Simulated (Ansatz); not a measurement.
Input:

MgInGaO4:
```cif
data_Ga3In3Mg3O12
_chemical_formula_sum 'In3 Ga3 Mg3 O12'
_space_group_name_H-M_alt 'R3m :H'
_space_group_IT_number 160
_space_group_name_Hall 'R 3 -2"'
_cell_length_a 3.34400
_cell_length_b 3.34400
_cell_length_c 25.29822
_cell_angle_alpha 90.000
_cell_angle_beta 90.000
_cell_angle_gamma 120.000
loop_
_atom_site_label
_atom_site_type_symbol
_atom_site_symmetry_multiplicity
_atom_site_Wyckoff_symbol
_atom_site_fract_x
_atom_site_fract_y
_atom_site_fract_z
_atom_site_occupancy
In1 In 3 a 0.00000 0.00000 0.99797 1
Ga1 Ga 3 a 0.00000 0.00000 0.21237 1
Mg1 Mg 3 a 0.00000 0.00000 0.78447 1
O1 O 3 a 0.00000 0.00000 0.13509 1
O2 O 3 a 0.00000 0.00000 0.87603 1
O3 O 3 a 0.00000 0.00000 0.28858 1
O4 O 3 a 0.00000 0.00000 0.70548 1
```
(The calculation used a cell of 7 atoms; values per cell refer to that cell.)

This is the PBEsol-relaxed structure.

Problem. All from PBEsol in the plane-wave PAW code Ansatz, unless another level is named. Give the electronic dielectric constant ε∞ (DFPT).

Solution. 4.15 (xx = yy), 3.93 (zz).

Problem. And the Born charges (a third of the trace)?

Solution. In +3.18, Ga +2.92, Mg +1.99, O -2.10 to -1.91 e.

Problem. And the static dielectric constant ε0 (ions relaxed, cell fixed)?

Solution. 9.40 (xx = yy), 11.3 (zz).

A made-up cell: these elements were put on the sites of a structure type; neither database checked (COD, Materials Project) lists it. Its standing as an ambient phase is unchecked. The cell was relaxed with PBEsol under the symmetry of its start; its stability against distortions is not shown here. Scalar-relativistic: spin–orbit coupling is off unless named, which matters more the heavier the elements.

Potentials: the earlier of the program's two PAW sets. The files were generated under PBE; for other functionals the program regenerates the frozen cores, and for LDA and PBEsol the local potential too.
